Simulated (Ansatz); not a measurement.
ScSi (CsCl type, Pm-3m), PBE in the plane-wave PAW code Ansatz, all energies at zero smearing, with the estimated change up to a 700 eV cutoff added, with one set of potentials and settings (totals compare only within such a set). Cell of 2 atoms (1 Sc, 1 Si): -2772.436 eV.

```json
[
 {"element": "Sc", "reference phase": "P6_3/mmc, 2 atoms in the cell", "E (eV/atom)": "-2135.8097"},
 {"element": "Si", "reference phase": "Fd-3m, 2 atoms in the cell", "E (eV/atom)": "-635.8096"}
]
```

Formation energy per atom, worked out: (-2772.436 − 1×(-2135.8097) − 1×(-635.8096))/2 = -0.409 eV/atom (-39 kJ per mol of atoms), at 0 K, without zero-point energy or fitted corrections.

A made-up cell: these elements were put on the sites of a structure type; neither database checked (COD, Materials Project) lists it. Its standing as an ambient phase is unchecked. The PBE relaxation kept the symmetry of its start; its stability against distortions is not shown here. No spin polarisation was allowed. The references are the lowest solids computed at this level, not always the standard phases.

Potentials: the later of the program's two PAW sets.
